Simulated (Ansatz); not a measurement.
Sensitivity of the gradients in Sb2Pt to the input

Cell: a structure deposited in the COD (the entry's cell lengths or inner coordinates differ somewhat from later room-temperature determinations), taken as it stands.

Space group Pa-3 (No. 205); a = 6.4400 Å.

```
site  Wyckoff  site symmetry       x       y       z
  Sb       8c            .3.  0.3750  0.3750  0.3750
  Pt       4a           .-3.  0.0000  0.0000  0.0000
```

One atom of each set is listed.

Reference run. The numbers come from a DFT calculation in Ansatz (PBE, plane waves and PAW, scalar-relativistic, 420 eV cutoff, Γ-centred 5×5×5 k-points, Fermi–Dirac smearing 0.05 eV).

Problem. The input is changed as follows: `scf.occupations.method`: fermi_dirac → cold; `scf.occupations.width`: 0.05 → 0.2; `hamiltonian.xc`: pbe → lda. What happens to V_zz (10²¹ V/m²) and η?

Solution. 

```csv
site,V_zz reference,η reference,V_zz changed,η changed
Sb,6.33,0.00,6.59,0.00
Pt,-6.99,0.00,-7.18,0.00
```

The largest change of V_zz is on Sb, from 6.33 to 6.59. In per cent, |V_zz| changes by +4 on Sb, +3 on Pt (all sites that start above 2). SCF iterations: 7 and 7. In the changed run the smearing of 0.20 eV is wide against a gap of 0.0 eV, yet the gradients stay close to the reference.

On the reference run: At this cell the PBE pressure is 6 GPa, so with PBE the cell would grow if it were relaxed. With no gap above 0.1 eV, as in a metal, the gradients converge slowly in k; expect changes of a tenth or more on a denser mesh. Spin–orbit coupling is left out, which shifts gradients on Pt by a few per cent in wide-gap crystals, and can shift them far more where the calculated gap is small or absent, as here. With these PAW files V_zz is typically within 2 to 3 % of all-electron values, but misses above 10 % occur on Sb.
